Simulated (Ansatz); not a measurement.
AlAs:
```xyz
4
Lattice="4.0039 0.0000 0.0000 -2.0019 3.4675 0.0000 0.0000 0.0000 6.5792" Properties=species:S:1:pos:R:3 pbc="T T T"
Al     0.0000     2.3116     0.0048
Al     2.0019     1.1558     3.2944
As     0.0000     2.3116     2.4690
As     2.0019     1.1558     5.7586
```

Relaxed with PBEsol.

**Question.** Map the valence electron density (e/Å³), cut off at 0.5 on the plane through (0.333, 0.667, 0.001) spanned by u = [0, 0, 1] and v = [1, -1, 0] in lattice vectors, from PBEsol (plane waves, PAW; program Ansatz).

**Answer.** x is the fraction of u, y of v (the angle between them is 90°; rows are the nearest grid lines); atoms in the plane: Al at (0.00, 0.00), Al at (0.50, 0.33), As at (0.37, 0.00), As at (0.87, 0.33).
```
| ..-+#%@@@@@@@@@@@+-.     ..::... |
|...-=+#@@@@@@@@@@%+:.     ..:::...|
|..:--=+*@@@@@@@@@#=:.     ..:--::.|
|::::::::-=*#%@%*+-:.      ...::-::|
|:.......::-=++==-:..       ...::::|
|          ........           .... |
|                                  |
|                                  |
|                                  |
|                                  |
|              .             ..... |
|:..        ...:::........::--==--:|
|-:..      ..:::::::....::-=+###*+-|
|%+-..     .::--:::::--=+*@@@@@@@@%|
|@*-:.     .::-:....:-+*#@@@@@@@@@@|
|@#=:.     .:::..  .:=*%@@@@@@@@@@@|
|@#=:.     .:::.. ..:=*#@@@@@@@@@@@|
|@*-:.    ..:-=--:::--=+*%@@@@@@@@@|
|%+-:.   ..:-=+++=-----==*%@@@@@@@%|
|*+-:...::-+*%@@%#+=-:..::-=*%@@@%*|
|*=-::::-=+#@@@@@%*=:.....:-=+####*|
|:::-==+*@@@@@@@@@#=:..   ..:-===-:|
|..:-=+#@@@@@@@@@@@+:.     .::--:..|
| ..-+#%@@@@@@@@@@@+-.     ..::... |
```
Scale: ten equal steps from 0.014 (start of ' ') to 0.500 (end of '@'), in the order ' .:-=+*#%@'; x runs from 0.000 to 1.00, y from 0.000 (bottom) to 1.00 (top).

The density is the valence pseudo-density with augmentation charge, so density and ELF within about 1 Å of a nucleus are not all-electron values.

Space group P6_3mc (wurtzite). The workflow started from a Materials Project entry (that database holds measured and hypothetical structures alike); the Crystallography Open Database copy checked does not list it. It is not the phase usual at ambient conditions (space group No. 216). The PBEsol relaxation kept the symmetry of its start; its stability against distortions is not shown here.

Potentials: the later of the program's two PAW sets.
